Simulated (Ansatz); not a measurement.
LuPd: reading a single point

```xyz
2
Lattice="3.3973 0.0000 0.0000 0.0000 3.3973 0.0000 0.0000 0.0000 3.3973" Properties=species:S:1:pos:R:3 pbc="T T T"
Pd    1.6986    1.6986    1.6986
Lu    0.0000    0.0000    0.0000
```

Single point in Ansatz 0.2.0 with r2SCAN, no spin polarisation. Cutoff 500 eV, PAW datasets, 10×10×10 Γ-centred k mesh, fermi-dirac filling (width 0.1 eV).

**Charges.** Bader charges in e: Lu +1.58, Pd -1.58. In the mean Lu gives up most and Pd takes most.
**Stress.** The pressure is 2.2 GPa (compression positive), so with the atoms held at these fractions the cell would first expand.
**Formation energy.** -0.94 eV an atom against the elements' usual phases (free molecules for gases, crystals otherwise, with no correction for O₂ or N₂), so it is bound against them; other compounds may still compete. Relaxing would lower it.
**At the Fermi level.** It is a metal, with about 1.2 states/eV a cell as the mean within 0.25 eV of the Fermi level, mostly Lu d (59 %) and Pd d (16 %).
**Contacts.** Pd–Lu at 2.94 Å: least valence density 0.21 e/Å³ and ELF 0.15 there. Pd–Pd at 3.40 Å: least valence density 0.17 e/Å³ and ELF 0.34 there. Lu–Lu at 3.40 Å: least valence density 0.10 e/Å³ and ELF 0.10 there. These are pseudo-fields; inside the PAW spheres they differ from the all-electron ones.

Origin: a database entry at a rescaled volume.
